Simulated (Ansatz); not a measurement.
WSe₂, 2H-MoS2 type, relaxed with r2SCAN+rVV10 in the PAW code Ansatz. The symmetry is P6_3/mmc (No. 194, hexagonal); a = 3.300 Å, c = 13.149 Å in the conventional setting, 20.66 Å³ an atom. Around W lie 6 Se at 2.53 Å; around Se lie 3 W at 2.53 Å.

The axes x, y and z are those of this cell:
```
W Se
1.0
     3.29967    0.00000    0.00000
    -1.64983    2.85760    0.00000
     0.00000    0.00000   13.14870
W Se
2 4
Direct
  0.33333 0.66667 0.25000
  0.66667 0.33333 0.75000
  0.66667 0.33333 0.37666
  0.66667 0.33333 0.12334
  0.33333 0.66667 0.87666
  0.33333 0.66667 0.62334
```

Unstrained: The PBE gap is indirect, 1.022 eV (Γ to Γ–K (0.54 of the way from Γ)), below the direct gap of 1.496 eV at K. The r2SCAN gap is indirect, 1.143 eV (Γ to Γ–K (0.54 of the way from Γ)), below the direct gap of 1.612 eV at K. With HSE06 the valence top lies at Γ and the conduction bottom at Γ–K (0.54 of the way from Γ), 1.500 eV higher; the smallest vertical gap, at K, is 1.948 eV. The r2SCAN+SOC gap is indirect, 1.066 eV (Γ to Γ–K (0.54 of the way from Γ)), below the direct gap of 1.391 eV at K. Meshes: PBE 12×12×2, r2SCAN 12×12×2, HSE06 6×6×2, r2SCAN+SOC 12×12×2. Strains are changes of length per length. After each strain the atoms were relaxed again with r2SCAN+rVV10 within the symmetry that the strain leaves, so tilts or polar shifts that break it weren't tested; points keep the names that they have in the unstrained zone. The values are computed, non-magnetic, and not measurements.

Task: Estimate what epitaxial +3.0 % in the xy plane, free normal strain -1.24 % does to the gap.

Result: PBE: the gap goes from 1.022 to 0.726 eV (-0.296 eV); the edges go from Γ → Γ–K (0.54) to Γ → K. r2SCAN: the gap goes from 1.143 to 0.790 eV (-0.353 eV); the edges go from Γ → Γ–K (0.54) to Γ → K. HSE06: the gap goes from 1.500 to 1.109 eV (-0.391 eV); the edges go from Γ → Γ–K (0.54) to Γ → K. r2SCAN+SOC: the gap goes from 1.066 to 0.720 eV (-0.346 eV); the edges go from Γ → Γ–K (0.54) to Γ → K.

Task: Estimate what epitaxial +2.0 % in the xy plane, free normal strain -0.84 % does to the gap.

Result: PBE: the gap goes from 1.022 to 0.898 eV (-0.124 eV); the edges go from Γ → Γ–K (0.54) to Γ → K. r2SCAN: the gap goes from 1.143 to 0.969 eV (-0.174 eV); the edges go from Γ → Γ–K (0.54) to Γ → K. HSE06: the gap goes from 1.500 to 1.301 eV (-0.199 eV); the edges go from Γ → Γ–K (0.54) to Γ → K. r2SCAN+SOC: the gap goes from 1.066 to 0.889 eV (-0.177 eV); the edges go from Γ → Γ–K (0.54) to Γ → K.

Task: Estimate what epitaxial +1.0 % in the xy plane, free normal strain -0.50 % does to the gap.

Result: PBE: the gap goes from 1.022 to 0.996 eV (-0.026 eV). r2SCAN: the gap goes from 1.143 to 1.112 eV (-0.031 eV). HSE06: the gap goes from 1.500 to 1.470 eV (-0.030 eV). r2SCAN+SOC: the gap goes from 1.066 to 1.036 eV (-0.030 eV).

Task: Estimate what epitaxial +4.0 % in the xy plane, free normal strain -1.62 % does to the gap.

Result: PBE: the gap goes from 1.022 to 0.573 eV (-0.449 eV); the edges go from Γ → Γ–K (0.54) to Γ → K. r2SCAN: the gap goes from 1.143 to 0.630 eV (-0.513 eV); the edges go from Γ → Γ–K (0.54) to Γ → K. HSE06: the gap goes from 1.500 to 0.937 eV (-0.563 eV); the edges go from Γ → Γ–K (0.54) to Γ → K. r2SCAN+SOC: the gap goes from 1.066 to 0.567 eV (-0.499 eV); the edges go from Γ → Γ–K (0.54) to Γ → K.

Task: For epitaxial -2.0 % in the xy plane, how far does the free direction move, and what happens to the gap?

Result: The normal strain at zero normal stress is +1.00 %, 0.50 of the in-plane strain with the sign turned. PBE: the gap goes from 1.022 to 1.090 eV (+0.068 eV). r2SCAN: the gap goes from 1.143 to 1.222 eV (+0.079 eV). HSE06: the gap goes from 1.500 to 1.577 eV (+0.077 eV); the edges go from Γ → Γ–K (0.54) to K → Γ–K (0.54). r2SCAN+SOC: the gap goes from 1.066 to 1.088 eV (+0.022 eV); the edges go from Γ → Γ–K (0.54) to K → Γ–K (0.54).

Task: Apply epitaxial -1.0 % in the xy plane, free normal strain +0.50 %. How far does the gap move, against the unstrained cell?

Result: PBE: the gap goes from 1.022 to 1.053 eV (+0.031 eV). r2SCAN: the gap goes from 1.143 to 1.179 eV (+0.036 eV). HSE06: the gap goes from 1.500 to 1.536 eV (+0.036 eV). r2SCAN+SOC: the gap goes from 1.066 to 1.099 eV (+0.033 eV).

Task: For epitaxial -3.0 % in the xy plane, how far does the free direction move, and what happens to the gap?

Result: The normal strain at zero normal stress is +1.50 %, 0.50 of the in-plane strain with the sign turned. PBE: the gap goes from 1.022 to 1.025 eV (+0.003 eV); the edges go from Γ → Γ–K (0.54) to K → Γ–K (0.54). r2SCAN: the gap goes from 1.143 to 1.187 eV (+0.044 eV); the edges go from Γ → Γ–K (0.54) to K → Γ–K (0.54). HSE06: the gap goes from 1.500 to 1.513 eV (+0.013 eV); the edges go from Γ → Γ–K (0.54) to K → Γ–K (0.54). r2SCAN+SOC: the gap goes from 1.066 to 1.037 eV (-0.029 eV); the edges go from Γ → Γ–K (0.54) to K → Γ–K (0.54).

Task: For epitaxial -4.0 % in the xy plane, how far does the free direction move, and what happens to the gap?

Result: The normal strain at zero normal stress is +2.00 %, 0.50 of the in-plane strain with the sign turned. PBE: the gap goes from 1.022 to 0.957 eV (-0.065 eV); the edges go from Γ → Γ–K (0.54) to K → Γ–K (0.54). r2SCAN: the gap goes from 1.143 to 1.123 eV (-0.020 eV); the edges go from Γ → Γ–K (0.54) to K → Γ–K (0.54). HSE06: the gap goes from 1.500 to 1.449 eV (-0.051 eV); the edges go from Γ → Γ–K (0.54) to K → Γ–K (0.54). r2SCAN+SOC: the gap goes from 1.066 to 0.986 eV (-0.080 eV); the edges go from Γ → Γ–K (0.54) to K → Γ–K (0.54).

Only the levels marked +SOC include spin-orbit coupling.

Where an edge lies off the special points, it is a point of the mesh or the k point where a search put PBE's edge or least direct gap, reused for the other functionals, whose own edges may lie a little apart.

The meshes of the hybrids are coarse, so their gaps aren't converged to the digits shown.
